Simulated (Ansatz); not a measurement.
**WS2 under strain**

These are results of Ansatz, DFT PBEsol+D3(BJ), scalar-relativistic, plane waves, PAW, not measurements. (420 eV cutoff, 12×12×4 k-mesh, Gaussian smearing of 0.02 eV, no spin polarisation)

The relaxed crystal:

```xyz
6
Lattice="3.1147 0.0000 0.0000 -1.5574 2.6974 0.0000 0.0000 0.0000 11.7765" Properties=species:S:1:pos:R:3 pbc="T T T"
W     0.0000    1.7983    8.8299
W     1.5574    0.8991    2.9466
S     0.0000    1.7983    1.3744
S     1.5574    0.8991    7.2577
S     0.0000    1.7983    4.5188
S     1.5574    0.8991   10.4021
```

Deformation: c alone is stretched, the rest of the cell is held and the atoms relax, all within the symmetry that the strain leaves. Energies are extrapolated to zero smearing. Gaps are Kohn–Sham gaps over the whole zone.

Spin-orbit coupling is left out, which matters for the bands and energies of heavy elements.

| strain (%) | ΔE (meV/atom) | a (Å) | b (Å) | c (Å) | gap (eV) |
| --- | --- | --- | --- | --- | --- |
| -3.0 | 5.4 | 3.115 | 3.115 | 11.423 | 0.46 |
| -2.0 | 2.2 | 3.115 | 3.115 | 11.541 | 0.52 |
| -1.0 | 0.5 | 3.115 | 3.115 | 11.659 | 0.58 |
| +0.0 | 0.0 | 3.115 | 3.115 | 11.777 | 0.65 |
| +1.0 | 0.5 | 3.115 | 3.115 | 11.894 | 0.71 |
| +2.0 | 1.9 | 3.115 | 3.115 | 12.012 | 0.77 |
| +3.0 | 4.0 | 3.115 | 3.115 | 12.130 | 0.83 |

What stiffness (1/V) d²E/dε² at zero strain does a cubic fit over all points give?

A cubic fit gives (1/V) d²E/dε² = 101 GPa at zero strain (the elastic constant along c at held a and b).

How fast does the gap move with strain on either side?

63 meV per percent on the compressed side and 63 meV per percent on the stretched side; it is indirect at -1.0 %, indirect at zero and indirect at +1.0 %.

Cost: 7 runs of about 5.1 core-minutes in all, on Arm Neoverse V1 (shared hosts).